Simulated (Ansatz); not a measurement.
Given:

WS₂:
```xyz
6
Lattice="6.4386 1.6224 0.0000 -6.4386 1.6224 0.0000 -2.1382 0.0000 5.2962" Properties=species:S:1:pos:R:3 pbc="T T T"
S      4.2272     1.6224     0.9280
S     -2.8972     1.6224     3.7641
S      0.7590     1.6224     1.5321
S     -6.3655     1.6224     4.3682
W     -3.9294     1.6224     1.5827
W      1.7912     1.6224     3.7136
```

This is the r²SCAN+D4-relaxed structure.

Problem. All from r²SCAN+D4 (plane waves, PAW; program Ansatz), unless another level is named. Estimate the electronic character.

Solution. metallic (no gap).

Problem. Next, the formation energy from the elements (no fitted shifts)?

Solution. -0.75 eV/atom.

Problem. What about the density of states at the Fermi level?

Solution. 0.36 states/eV per atom (mean over ±0.08 eV).

Space group C2/m. The start of the workflow was typed in or built on a structure type; neither database checked (COD, Materials Project) lists it. It is not the phase usual at ambient conditions (space group No. 194). The cell was relaxed with r²SCAN+D4 under the symmetry of its start; whether a distortion lowers the energy is not shown. The workflow began spin-polarised and lost its moments. The references are the lowest solids computed at this level, not always the standard phases. Spin–orbit coupling is left out wherever it is not named.

Potentials: the later of the program's two PAW sets.
